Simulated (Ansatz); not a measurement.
Computed with Ansatz, DFT PBE, scalar-relativistic, plane waves, PAW. All cells share a 420 eV cutoff and Γ-centred k meshes spaced at most about 0.3 Å⁻¹ (about 0.25 or finer for metals, 2π included). No spin polarisation in the final relaxations.

All energies are static (0 K, no zero-point motion).

Two forms of Hg2Se were relaxed alike.

A.

Space group P-3m1 (No. 164). a = 4.153 Å, b = 4.153 Å, c = 5.130 Å, α = 90.00°, β = 90.00°, γ = 120.00°
| atom | site | symmetry | x | y | z |
| --- | --- | --- | --- | --- | --- |
| Hg | 2d | 3m. | 0.6667 | 0.3333 | 0.1822 |
| Se | 1b | -3m. | 0.0000 | 0.0000 | 0.5000 |

B.

Space group Fm-3m (No. 225). a = 6.980 Å, b = 6.980 Å, c = 6.980 Å, α = 90.00°, β = 90.00°, γ = 90.00°
```
atom  site  symmetry       x       y       z
  Hg    8c      -43m  0.2500  0.7500  0.7500
  Se    4a      m-3m  0.0000  0.0000  0.0000
```

**Question.** Which is lower in energy, and by how much?

**Answer.** A is lower, by 124 meV/atom. A has the anti-cadmium iodide type, space group P-3m1 (No. 164), 25.5 Å³/atom and no gap on its mesh; B has the anti-fluorite type, space group Fm-3m (No. 225), 28.3 Å³/atom and no gap. Counting Se atoms around Hg (those within 1.25 times the shortest such distance or 1.15 times the sum of covalent radii; the shortest distance is added where it is long for a bond), A has Hg 3 and B has Hg 4 from 3.0 Å. The denser one is the lower, and pressure would at first widen the difference. Both come from invented guesses.

Spin–orbit coupling, which can matter for Hg, is left out. Cells relaxed within their symmetry can be saddle points.
